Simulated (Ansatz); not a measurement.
**Lattice vibrations of HfN at Γ at 35 GPa**

All numbers below come from DFT PBEsol, scalar-relativistic, plane waves, PAW in Ansatz 0.2.0. Settings: 420 eV plane-wave cutoff, Γ-centred 16×16×16 mesh, Fermi-Dirac smearing of 0.15 eV. No spin polarisation. Phonons by linear response, acoustic sum rule imposed.

The cell, relaxed at 35 GPa:
```xyz
2
Lattice="0.0000 2.1774 2.1774 2.1774 0.0000 2.1774 2.1774 2.1774 0.0000" Properties=species:S:1:pos:R:3 pbc="T T T"
Hf    0.0000    0.0000    0.0000
N     2.1774    2.1774    2.1774
```

In a metal, frequencies and elastic constants depend on the k mesh and the smearing, soft modes and shear constants most. Spin polarisation was left out, and a magnetic state may lie lower. Spin–orbit coupling is left out, which can shift energies with elements as heavy as these. Other phases may be more stable at this pressure.

Question: Is this structure stable against zone-centre distortions?

Answer: Yes, at Γ: no optical mode is imaginary. Strains and other wave vectors aren't tested by this run.

Question: List the optical modes at Γ (i marks imaginary ones).

Answer:
| frequency (cm⁻¹) | degeneracy |
| --- | --- |
| 599 | 3 |

Cost: 1 run of about 0.26 core-minutes, on AMD EPYC 9R45 (Zen 5) (shared hosts).